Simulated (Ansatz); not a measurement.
B₂W in space group P6_3/mmc (No. 194; W on 2c, B on 4f) under volume change, r²SCAN in the plane-wave PAW code Ansatz, shape and atoms relaxed at each volume.

```csv
V (Å³/atom),E − E(relaxed) (meV/atom),P (GPa)
8.677,89.7,36.24
8.963,___,___
9.249,9.0,10.30
9.535,0.0,0.00
9.821,8.1,-8.87
10.107,30.9,-16.48
10.394,___,___
```

Q: Complete the blanks.

A: 
- 8.963, E − E(relaxed) (meV/atom): 37.8
- 8.963, P (GPa): 22.28
- 10.394, E − E(relaxed) (meV/atom): 66.3
- 10.394, P (GPa): -23.03

Q: What does a third-order Birch–Murnaghan fit give for V₀, B₀ and B′?

A: V₀ = 9.54 Å³/atom, B₀ = 318 GPa, B′ = 4.0.

The start of the workflow was typed in or built on a structure type; the Crystallography Open Database files this formula in space group No. 194, but the cells were not matched. Whether it is the stable phase at ambient conditions was not checked. Symmetry was held in the r²SCAN relaxation; whether a distortion lowers the energy is not shown. No spin polarisation was allowed. Spin–orbit coupling is left out wherever it is not named.

Potentials: the earlier of the program's two PAW sets.
